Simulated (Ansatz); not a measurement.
PbSe (rock salt, space group No. 225) under volume change, plane-wave PAW PBE (Ansatz code), shape and atoms relaxed at each volume.

| V (Å³/atom) | E − E(relaxed) (meV/atom) | P (GPa) |
|---|---|---|
| 27.341 | 41.8 | 5.40 |
| 28.242 | 17.5 | 3.30 |
| 29.143 | 4.1 | 1.51 |
| 30.045 | 0.0 | 0.00 |
| 30.946 | 3.7 | -1.29 |
| 31.847 | 14.2 | -2.39 |
| 32.749 | 30.3 | -3.32 |

**Question.** What does a third-order Birch–Murnaghan fit give for V₀, B₀ and B′?

**Answer.** V₀ = 30.04 Å³/atom, B₀ = 46.5 GPa, B′ = 4.4.

Space group Fm-3m (rock salt). Symmetry was held in the PBE relaxation. The volume moved by -29 % from the start of the relaxation. Scalar-relativistic: spin–orbit coupling is off unless named, which matters more the heavier the elements.

Potentials: the later of the program's two PAW sets.
